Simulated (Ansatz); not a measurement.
Given:

Relaxed BN (zinc blende):

```xyz
4
Lattice="0.0000 3.6089 3.6089 1.8044 0.0000 1.8044 1.8044 1.8044 0.0000" Properties=species:S:1:pos:R:3 pbc="T T T"
N      2.7066     2.7066     2.7066
N      2.7066     4.5111     4.5111
B      0.0000     0.0000     0.0000
B      1.8044     3.6089     1.8044
```

The atoms are displaced by Q × the pattern below (from a DFPT mode at L = (0.5, 0.0, 0.0), largest move 1; Q in Å), at fixed cell. (q is in reciprocal vectors of the primitive cell; the cell shown is doubled to hold the pattern.)

| atom | x | y | z |
|---|---|---|---|
| N1 | -0.577 | 0.577 | 0.577 |
| N2 | 0.577 | -0.577 | -0.577 |
| B3 | 0.353 | -0.353 | -0.353 |
| B4 | -0.353 | 0.353 | 0.353 |

Method: r2SCAN (plane waves to 500 eV, PAW, scalar-relativistic; Ansatz, a quantum-chemistry and plane-wave program). k mesh 8×16×16 (Γ-centred), Fermi-Dirac smearing 0.05 eV. E stands for the smeared free energy. Left out: 2 of 13 points, with atoms too close for the PAW data. BN was relaxed with its symmetry unable to fall. The PAW data are Ansatz's earlier set. The zero of ΔE is the undisplaced structure.

The scan covers Q from -0.233 to 0.233 Å in 11 points.

Which space group does the distorted structure have?

R3m (No. 160), lowered from F-43m.

What is the energy change at Q = 0.233 Å?

4390 meV/cell.

What harmonic wavenumber does the curvature at Q = 0 give?

977 cm⁻¹.

(For displaced atoms, the force is minus the slope of the energy, and its curvature is a force constant, which sets phonon frequencies.)
